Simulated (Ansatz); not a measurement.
Theory: Ansatz 0.2.0, DFT PBEsol, scalar-relativistic, plane waves, PAW.

Plane waves to 420 eV, a k mesh through Γ of 10×10×10 on the computed 4-atom cell and Gaussian smearing (0.10 eV); no spin polarisation.

```
CELL_PARAMETERS angstrom
4.51845 0.00000 0.00000
0.00000 4.51845 0.00000
0.00000 0.00000 4.51845
ATOMIC_POSITIONS crystal
Li 0.84216 0.15784 0.65784
Li 0.34216 0.34216 0.34216
Li 0.15784 0.65784 0.84216
Li 0.65784 0.84216 0.15784
```

Problem. Is this geometry at equilibrium? Which atom feels the largest force?

Solution. It isn't. Atom 3 (Li) feels (0.18, 0.18, -0.18) eV/Å, 0.305 eV/Å in size, and symmetry-related atoms feel the same size.

Problem. Give all forces and the stress.

Solution.
```
atom Fx Fy Fz
 Li1  -0.176   0.176   0.176
 Li2  -0.176  -0.176  -0.176
 Li3   0.176   0.176  -0.176
 Li4   0.176  -0.176   0.176
```
Stress (GPa, compression positive):
```
-0.49  0.00  0.00
 0.00 -0.49  0.00
 0.00  0.00 -0.49
```

This form isn't the element's structure at ambient conditions.